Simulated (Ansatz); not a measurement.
Space group P6/mmm (No. 191). a = 4.568 Å, b = 4.568 Å, c = 2.824 Å, α = 90.00°, β = 90.00°, γ = 120.00°
```csv
atom,site,symmetry,x,y,z
Ti,1a,6/mmm,0.0000,0.0000,0.0000
Ti,2d,-6m2,0.3333,0.6667,0.5000
```

Equation of state of this Ti structure (not necessarily the ground state), with shape and atoms relaxed at each volume where symmetry leaves them free. It has no gap at any of these volumes. These are results of Ansatz, DFT r2SCAN, scalar-relativistic, plane waves, PAW, not measurements.

Cutoff 500 eV; k points 12×12×14 on the computed 3-atom cell (Γ-centred); Gaussian smearing, width 0.10 eV; no spin polarisation.

```
V (Å³/atom) E − E(largest V) (meV/atom) P (GPa)
     14.974                        54.91    18.78
     15.484                         4.26    13.10
     15.995                       -29.44     8.13
     16.505                       -48.33     3.79
     17.016                       -54.30     0.00
     17.526                       -48.93    -3.32
     18.037                       -33.64    -6.23
     18.717                         0.00    -9.53
```

Q: Fit a third-order Birch–Murnaghan equation to E(V).

A: V0 = 17.02 Å³/atom, B0 = 118 GPa, B0' = 3.4.

This form isn't the element's structure at ambient conditions.

Cost: 8 runs of about 12 core-minutes in all, on Intel Xeon Platinum 8259CL (Skylake/Cascade Lake) (shared hosts).